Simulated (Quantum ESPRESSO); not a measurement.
V2Cu3Ir2Ru, one composition in several site orders

Computed values, not a measurement. The program is pw.x of Quantum ESPRESSO 7.5 (plane-wave density functional theory). The cell is made up: eight metal atoms on a hexagonal close-packed lattice, with elements, volume, strain and displacements drawn at random and not relaxed, so it may be unstable or far from any real phase. PseudoDojo standard norm-conserving files set the functional (PBE unless stated); there is no spin polarisation or spin-orbit coupling, the Fermi-Dirac width of 0.25 eV means electrons at about 2900 K, and the masses in the input are unused placeholders. The copper pseudopotential is less sure than most, with forces differing by about three percent and pressure by about two GPa from a second method on plain copper. Heavy elements are run without spin-orbit coupling, which real alloys of them have. A spin test at this wide smearing found no moment, but such smearing suppresses magnetism that the real alloy may have.

The runs put one composition on the sites in different orders. Cell, positions, cutoff, mesh and smearing stay as in the input of run 1; sites are counted in its order. Stress in the tables is positive in tension.

Input of run 1:

```
&control calculation='scf', pseudo_dir='./dojo.nc.sr.pbe.v0_5.standard.upf', outdir='./o', disk_io='minimal', tprnfor=.true., tstress=.true. /
&system ibrav=0, nat=8, ntyp=4, nbnd=81, ecutwfc=92.02030273, nosym=.true., tot_charge=0,
 occupations='smearing', smearing='fd', degauss=0.0183746611
/
&electrons conv_thr=1.470e-08, electron_maxstep=70, mixing_beta=0.5 /
ATOMIC_SPECIES
Cu 1.0 Cu.upf
Ir 1.0 Ir.upf
Ru 1.0 Ru.upf
V 1.0 V.upf
CELL_PARAMETERS angstrom
2.6143 0.0 0.0
0.0 4.5281 0.0
0.0 0.0 8.6993
ATOMIC_POSITIONS angstrom
V -0.0331 -0.0585 0.0441
Cu 0.0133 -0.0344 4.4446
Ir 0.0288 1.5442 2.1654
V -0.0154 1.4887 6.5943
Cu 1.2631 2.1559 0.013
Cu 1.3923 2.2436 4.3353
Ru 1.3029 3.6744 2.188
Ir 1.1665 3.741 6.5415
K_POINTS automatic
9 5 3 1 1 1
```

| run | elements on sites 1 to 8 | free energy less that of run 1 (eV) | -TS (eV) | pressure (GPa) | stress xx (GPa) | stress yy (GPa) | stress zz (GPa) | stress yz (GPa) | stress xz (GPa) | stress xy (GPa) | iterations |
| --- | --- | --- | --- | --- | --- | --- | --- | --- | --- | --- | --- |
| 1 | V Cu Ir V Cu Cu Ru Ir | 0.000 | -1.571 | 12.18 | -18.26 | -14.85 | -3.45 | 1.44 | 0.16 | 0.04 | 24 |
| 2 | Ru Cu V Cu Ir Cu Ir V | 0.023 | -1.507 | 14.07 | -19.16 | -18.24 | -4.81 | -0.38 | 0.49 | 0.07 | 23 |
| 3 | Cu V V Ru Cu Ir Cu Ir | -0.178 | -1.501 | 13.07 | -17.34 | -18.31 | -3.55 | 0.04 | -1.17 | 0.52 | 24 |
| 4 | Ir Cu Ru Cu V Cu V Ir | -0.350 | -1.539 | 12.21 | -18.72 | -10.30 | -7.61 | -2.29 | 1.11 | 0.90 | 24 |
| 5 | Cu Ir Cu V Ir Cu V Ru | 0.173 | -1.630 | 11.02 | -18.94 | -8.88 | -5.24 | 3.76 | -2.00 | 0.73 | 25 |
| 6 | V Ir V Cu Cu Ir Cu Ru | 0.709 | -1.630 | 12.92 | -16.09 | -18.65 | -4.01 | 1.80 | -1.54 | 0.56 | 25 |

Forces Fx Fy Fz (eV/Å):

| site | run 1 | run 2 | run 3 | run 4 | run 5 | run 6 |
| --- | --- | --- | --- | --- | --- | --- |
| 1 | -0.16 -0.23 0.23 | 0.09 -0.08 -0.26 | -0.15 -0.19 0.53 | -0.38 -0.29 0.24 | -0.09 -0.30 0.17 | 0.01 -0.51 -0.07 |
| 2 | -0.13 0.37 -0.87 | -0.12 0.18 -0.51 | -0.07 0.14 -0.10 | -0.16 0.19 -0.82 | -0.50 0.36 -1.33 | -0.26 0.59 -1.18 |
| 3 | -0.24 -1.88 0.11 | -0.15 -1.67 -0.16 | -0.09 -0.89 0.64 | -0.05 -0.88 0.47 | -0.16 -1.20 0.71 | -0.01 -1.01 0.42 |
| 4 | -0.20 0.05 -0.22 | -0.29 -0.25 -1.07 | -0.41 -0.40 -0.96 | -0.36 -0.07 -0.85 | -0.11 -0.08 -0.23 | -0.30 -0.02 0.28 |
| 5 | 0.14 0.42 -0.18 | 0.25 0.48 -0.09 | 0.17 0.38 0.51 | 0.14 0.53 -0.03 | 0.12 0.60 0.18 | 0.15 0.41 -0.12 |
| 6 | -0.22 -0.38 0.64 | -0.15 -0.26 0.90 | -0.58 -0.59 -0.14 | -0.19 -0.05 0.58 | -0.35 -0.42 -0.06 | -0.59 -0.75 -0.87 |
| 7 | 0.14 1.81 -0.56 | -0.08 1.66 0.56 | 0.07 1.18 -0.43 | -0.06 1.09 0.08 | 0.01 1.10 0.12 | 0.04 1.11 -0.24 |
| 8 | 0.67 -0.16 0.85 | 0.45 -0.06 0.64 | 1.06 0.37 -0.03 | 1.07 -0.51 0.33 | 1.10 -0.08 0.44 | 0.95 0.18 1.77 |

The sites are displaced and not relaxed, so the energy differences mix bonding between neighbours with strain and are not ordering energies. A rerun of one cell of this series at a higher cutoff and on a denser mesh moved values by no more than 0.003 eV in energy, 0.09 GPa in stress and 0.006 eV/Å in force, and a second program with other atomic files agreed on that cell to 2 % rms in force and 0.5 GPa in pressure.